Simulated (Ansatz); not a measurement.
An Ansatz input:

```yaml
crystal:
  lattice:
    - [2.9334601903, 0.0, 0.0]
    - [-1.4667300951, 2.5404510458, 0.0]
    - [0.0, 0.0, 2.9093091847]
  atoms:
    - { symbol: B, position: [0.0, 0.0, 0.0] }
    - { symbol: B, position: [0.3333333333, 0.6666666667, 0.5] }
    - { symbol: B, position: [0.6666666667, 0.3333333333, 0.5] }
hamiltonian:
  xc: r2scan
  pseudopotentials:
    kind: paw
    azcp:
      B: "pseudopotentials/B.paw.azcp"
basis:
  ecutwfc: 500
  fft_grid_basis: typed
kpoints:
  mp_grid: { grid: [14, 14, 12], shift: [0, 0, 0] }
magnetization:
  spin_polarized: false
scf:
  occupations: { method: fermi_dirac, width: 0.1 }
  lower_state_search: "off"
output:
  stress: true
```

Output

```
Engine: ansatz 0.2.0, x86_64-unknown-linux-gnu
Pseudopotentials: kind: paw
Pseudopotential: B, paw, valence charge 3, recommended cutoff 500 eV (meta_gga) 
Functional definition: r2SCAN
  parameter k0 = 0.174
  parameter k1 = 0.065
  parameter a1 = 4.9479
  exchange = r2scan_x(k0 = k0, k1 = k1, a1 = a1)
  correlation = r2scan_c
Crystal: 3 atoms, lattice volume = 21.681 Å³
Basis set: ecut = 500 eV, 551 PW (Γ), exchange–correlation on 96×96×96 points (64 copies of the dense FFT grid, shifted against one another)
Bands: 9, of which v1, the nominal top of the filled ones, is band 5 counted from 1 (4 counted from 0)
Symmetry: 24 space group operations
Space group: P6/mmm (ITA 191), of the structure as read, at distance tolerance 2.8e-5 Å
k-points: 168 of 2352
Non-local potential: B, projectors of the file, l = 0: 2, l = 1: 2, l = 2: 1
PAW form: soft (Blöchl's): semilocal exchange-correlation on the pseudo side does not see the compensation charge
PAW frozen core: B, regenerated for the run's functional (the file was generated under x = pbe(κ = 0.804, μ = 0.2195149727645171), c = pbe(β = 0.06672455060314922))
PAW one-centre angular grid: B, 302 points (default); XC on 160 Gauss nodes
Initial density: superposition of atomic densities (neutral atoms: chi_scale 0, normalization atom), corrected by the library's trained network
Initial wavefunctions: pseudopotential atomic-orbital guess
Functional: x = r2scan, c = r2scan; τ floored in thin density (d = 2e-4 eV/Å³)
SCF iter   1: F=-466.233531 eV  HF=-466.162875 eV  |F-HF|=7.07e-2  |Δ(HF+E_count)|=         —  Δρ=8.22e-3  dr2=1.32e-2  dr2_τ=2.60e-1  ethr=1.77e-3  ⟨swp⟩=4.5  Hψ=9409  notcnv=0
SCF iter   2: F=-466.243229 eV  HF=-466.242096 eV  |F-HF|=1.13e-3  |Δ(HF+E_count)|=   7.92e-2  Δρ=5.17e-3  dr2=3.57e-3  dr2_τ=7.95e-5  ethr=1.47e-4  ⟨swp⟩=2.0  Hψ=4357  notcnv=0  defer=11
SCF iter   3: F=-466.243943 eV  HF=-466.244106 eV  |F-HF|=1.63e-4  |Δ(HF+E_count)|=   2.01e-3  Δρ=1.12e-3  dr2=3.34e-4  dr2_τ=1.88e-5  ethr=3.97e-5  ⟨swp⟩=2.3  Hψ=2144  notcnv=0  defer=11
SCF iter   4: F=-466.244063 eV  HF=-466.244055 eV  |F-HF|=8.36e-6  |Δ(HF+E_count)|=   5.10e-5  Δρ=4.17e-4  dr2=2.00e-5  dr2_τ=4.24e-7  ethr=3.72e-6  ⟨swp⟩=2.1  Hψ=2096  notcnv=0  defer=11
SCF iter   5: F=-466.244065 eV  HF=-466.244065 eV  |F-HF|=2.19e-7  |Δ(HF+E_count)|=   1.04e-5  Δρ=5.99e-5  dr2=7.85e-7  dr2_τ=1.33e-8  ethr=2.23e-7  ⟨swp⟩=2.3  Hψ=2213  notcnv=0  defer=11
SCF iter   6: F=-466.244065 eV  HF=-466.244065 eV  |F-HF|=6.71e-10  |Δ(HF+E_count)|=   4.80e-8  Δρ=5.13e-6  dr2=5.08e-9  dr2_τ=9.58e-11  ethr=1.11e-9  ⟨swp⟩=4.3  Hψ=4516  notcnv=0
SCF 1 converged in 6 iterations: F = -466.244065 eV  dr2 = 5.08e-9
SCF converged after 6 iterations
Free energy (F): -466.244065 eV
Harris-Foulkes:  -466.244065 eV  (|F-HF|=6.71e-10)
Internal energy: -466.230353 eV  (E = F + TS)
E sigma→0 (E₀):  -466.237209 eV
Entropy (-TS):   -0.013712 eV (-4.571 meV/atom)
Fermi energy:    10.556397 eV
--- Per-component energies (eV) ---
  E_band       = 30.733877
  E_kinetic    = 137.233959
  E_local      = -33.026592  (includes V_loc(G=0)·N_el)
  E_nonlocal   = 34.557797
  E_hartree    = 7.179862
  E_xc         = -91.499907
  E_vxc        = -120.505026  (∫ρ·V_xc dr)
  E_paw        = -239.597416  (= ΣΔE_a)
  E_vpaw       = -7.864465  (= ΣTr[D̂ρ^β])
  E_aug_tail   = -0.000004  (compensation charges beyond the density's cutoff)
  E_vtau       = 5.978221  (kinetic-family band-sum trace: ∫τ·v_τ [+ j·A + Jᵃ·Aᵃ] dr)
  E_ewald      = -281.022727
  E_core_change = -0.055326  (= ΣΔE_core)
  E_smearing   = -0.013712  (= −TS)
  E_closure    = 0.000000  (closes the sum)
  Σ components = -466.244065   (vs F -466.244065, Δ=0.00e0)
--- Stress (GPa, compression-positive) ---
      -17.734415       0.000000       0.000000
       -0.000000     -17.734415       0.000000
        0.000000       0.000000      -9.715528
  P = ⅓ Tr σ = -15.0615 GPa (-150.615 kbar)
```

Command:

```sh
ansatz run input.yaml --threads 1 --pin off --max-ram 3584MiB --backend cpu --events-out ev --progress --plain --runs-dir out
```

On 1 thread of Intel(R) Xeon(R) Platinum 8259CL CPU @ 2.50GHz (Skylake/Cascade Lake) (shared host) this took about 5.7 s of wall time and 5.6 s of CPU time.
